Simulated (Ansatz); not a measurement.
**From the elastic tensor of ZnS₂ to moduli and sound speeds**

Computed with DFT PBE, scalar-relativistic, plane waves, PAW in Ansatz. Settings: 420 eV plane-wave cutoff, Γ-centred 6×6×6 mesh, fixed occupations. No spin polarisation.

Space group Pa-3 (No. 205), cubic, a = 5.999 Å. Zn has 6 S at 2.54 Å; around S lie 1 S at 2.09 Å and 3 Zn at 2.54 Å.

It was reached by relaxing an invented guess, and it needn't be the stable form of this composition.

Relaxed-ion constants (GPa, on the Cartesian axes of the calculation):
C11 = 96.8, C12 = 56.2, C13 = 56.2, C22 = 96.8, C23 = 56.2, C33 = 96.8, C44 = 45.7, C55 = 45.7, C66 = 45.7 GPa; the others vanish.

Density 3.984 g/cm³; 12 atoms in 215.92 Å³.

With S = C⁻¹: B_V = (C11+C22+C33+2(C12+C13+C23))/9, G_V = (C11+C22+C33−C12−C13−C23+3(C44+C55+C66))/15, 1/B_R = S11+S22+S33+2(S12+S13+S23), 15/G_R = 4(S11+S22+S33−S12−S13−S23)+3(S44+S55+S66); Hill is their mean. Then v_l = √((B+4G/3)/ρ), v_t = √(G/ρ), v_m = [(2/v_t³+1/v_l³)/3]^(−1/3) and Θ = (ħ/k_B)·v_m·(6π²n/V)^(1/3) for n atoms in the volume V; E = 9BG/(3B+G), ν = (3B−2G)/(2(3B+G)) and A^U = 5G_V/G_R + B_V/B_R − 6.

```
Bulk modulus, Voigt / Reuss / Hill          : 69.7 / 69.7 / 69.7 GPa
Shear modulus, Voigt / Reuss / Hill         : 35.6 / 30.5 / 33.0 GPa
Young's modulus                             : 86 GPa
Poisson ratio                               : 0.295
Pugh ratio B/G                              : 2.11 (over 1.75, the rule of thumb for ductile)
Universal anisotropy index                  : 0.83
Longitudinal and transverse sound speeds    : 5344 and 2879 m/s
Debye temperature from the mean sound speed : 365 K
```
